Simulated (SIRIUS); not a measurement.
Consider a self-consistent single point of CsGeI₃ (Cm, 5 atoms in the cell; from Materials Project mp-28377, changed as shown).

```xyz
5
Lattice="4.4404 -4.3087 0.0000 4.4404 4.3087 0.0000 -0.3307 0.0000 6.2419" Properties=species:S:1:pos:R:3 pbc="T T T"
Cs     7.8964     0.0000     3.6616
Ge     3.2651     0.0000     0.8373
I      3.4635     0.0000     3.6251
I      5.8693    -2.2022     0.5820
I      5.8693     2.2022     0.5820
```

Computed with LDA (PW92), GBRV LDA ultrasoft pseudopotentials (plane waves; SIRIUS 7.12.0).

SIRIUS settings:

| setting | value |
|---|---|
| parameters.ngridk | 4 4 4 |
| parameters.xc_functionals | [XC_LDA_X, XC_LDA_C_PW] |
| parameters.gk_cutoff | 6.325 1/bohr |
| parameters.pw_cutoff | 14.143 1/bohr |
| parameters.smearing | fermi_dirac |
| parameters.smearing_width | 0.000367493 Ha |
| potentials | GBRV LDA ultrasoft pseudopotentials |
| parameters.electronic_structure_method | pseudopotential |
| parameters.num_bands | 26 |
| parameters.num_mag_dims | 0 |
| parameters.num_dft_iter | 100 |
| parameters.energy_tol | 1e-07 Ha |
| parameters.density_tol | 1e-06 |
| mixer.type | anderson |
| mixer.beta | 0.3 |
| mixer.use_hartree | false |

Results:

```
Quantity                                                  Value
------------------------------------------------  -------------
Number of valence electrons                                  44
Number of bands                                              26
Number of k-points after the program's reduction             24
Number of plane waves (most at a k-point)                  6914
Number of SCF iterations                                     34
FFT grid                                           60 × 60 × 60
Free energy E − TS                                -6402.0585 eV
Gap on the k-point mesh                                 1.19 eV
Pressure                                              -2.32 GPa
Largest force (vector length)                        0.294 eV/Å
```

Forces (eV/Å):
```
atom      Fx      Fy      Fz
----  ------  ------  ------
Cs1    0.001   0.000  -0.006
Ge2   -0.246   0.000   0.160
I3    -0.023   0.000  -0.201
I4     0.134  -0.153   0.024
I5     0.134   0.153   0.024
```

Stress (GPa, positive for compression):
```
-2.22   0.00  -0.10
 0.00  -2.37   0.00
-0.10   0.00  -2.37
```

The gap is read on the k-point mesh of the run and can differ from the gap over the whole zone at this level.

For comparison: a first run was changed to give this one (lattice scaled by 1.02), and from it to this one the free energy rises by 34.2 meV/atom, the pressure goes from -1.62 to -2.32 GPa, the largest force goes from 0.035 to 0.294 eV/Å and the gap on the mesh goes from 1.009 to 1.186 eV.

Spin-orbit coupling is left out, which matters for bands and gaps with elements this heavy. The structure comes from a collection of computed structures, made at another level of theory; the collection holds predicted forms beside known ones.

Cost on one core: about 4 core-minutes (a rough figure).
